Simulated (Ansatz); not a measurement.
**Time and memory for Sb16PS23**

```yaml
crystal:
  lattice:
    - [11.311, 0.0, 0.0]
    - [0.0, 7.6778, 0.0]
    - [0.0, 0.0, 11.223]
  atoms:
    - { symbol: Sb, position: [0.47061, 0.125, 0.32595] }
    - { symbol: Sb, position: [0.47061, 0.625, 0.32595] }
    - { symbol: Sb, position: [0.02939, 0.375, 0.82595] }
    - { symbol: Sb, position: [0.02939, 0.875, 0.82595] }
    - { symbol: Sb, position: [0.97061, 0.125, 0.17405] }
    - { symbol: Sb, position: [0.97061, 0.625, 0.17405] }
    - { symbol: Sb, position: [0.52939, 0.375, 0.67405] }
    - { symbol: Sb, position: [0.52939, 0.875, 0.67405] }
    - { symbol: Sb, position: [0.35059, 0.375, 0.03602] }
    - { symbol: Sb, position: [0.35059, 0.875, 0.03602] }
    - { symbol: Sb, position: [0.14941, 0.125, 0.53602] }
    - { symbol: Sb, position: [0.14941, 0.625, 0.53602] }
    - { symbol: Sb, position: [0.85059, 0.375, 0.46398] }
    - { symbol: Sb, position: [0.85059, 0.875, 0.46398] }
    - { symbol: Sb, position: [0.64941, 0.125, 0.96398] }
    - { symbol: Sb, position: [0.64941, 0.625, 0.96398] }
    - { symbol: S, position: [0.29214, 0.125, 0.19181] }
    - { symbol: S, position: [0.29214, 0.625, 0.19181] }
    - { symbol: S, position: [0.20786, 0.375, 0.69181] }
    - { symbol: S, position: [0.20786, 0.875, 0.69181] }
    - { symbol: S, position: [0.79214, 0.125, 0.30819] }
    - { symbol: S, position: [0.79214, 0.625, 0.30819] }
    - { symbol: S, position: [0.70786, 0.375, 0.80819] }
    - { symbol: S, position: [0.70786, 0.875, 0.80819] }
    - { symbol: P, position: [0.5498, 0.375, 0.123] }
    - { symbol: S, position: [0.5498, 0.875, 0.123] }
    - { symbol: S, position: [0.9502, 0.125, 0.623] }
    - { symbol: S, position: [0.9502, 0.625, 0.623] }
    - { symbol: S, position: [0.0498, 0.375, 0.377] }
    - { symbol: S, position: [0.0498, 0.875, 0.377] }
    - { symbol: S, position: [0.4502, 0.125, 0.877] }
    - { symbol: S, position: [0.4502, 0.625, 0.877] }
    - { symbol: S, position: [0.3751, 0.375, 0.4389] }
    - { symbol: S, position: [0.3751, 0.875, 0.4389] }
    - { symbol: S, position: [0.1249, 0.125, 0.9389] }
    - { symbol: S, position: [0.1249, 0.625, 0.9389] }
    - { symbol: S, position: [0.8751, 0.375, 0.0611] }
    - { symbol: S, position: [0.8751, 0.875, 0.0611] }
    - { symbol: S, position: [0.6249, 0.125, 0.5611] }
    - { symbol: S, position: [0.6249, 0.625, 0.5611] }
total_charge: -1
kpoints:
  mp_grid: { grid: [2, 3, 2] }
scf:
  occupations: { method: fermi_dirac, width: 0.01 }
hamiltonian:
  xc: pbe
  pseudopotentials: { kind: paw }
output:
  forces: true
  stress: true
  populations: true
  efg:
    quadrupole_moments_barn: { Sb: -0.543, S: -0.0694 }
    contact_densities: true
  write_density: true
  write_potential: true
  elf: true
  volumetric_format: npy
relax:
  f_tol: 0.03
  max_steps: 40
```

```sh
ansatz run input.yaml --threads 4 --pin off --max-ram 8192MiB --backend cpu --events-out ev --progress --plain --runs-dir out
```

It runs on 4 threads of Intel Xeon 6975P-C (Granite Rapids) (x86_64; 4 cores open to the job, memory cap 8.0 GiB, no GPU), a shared host with a load of 0.7 a core.

Question: How much time and memory should be set aside?

Answer: About 4.6 min of wall time (17 min of CPU time) and 5.2 GiB. The run holds 384 valence electrons in 232 bands, about 19001 plane waves a k-point and 8 irreducible k-points, and took 57 SCF iterations, over 8 ionic steps. Times on a shared host vary by tens of per cent.
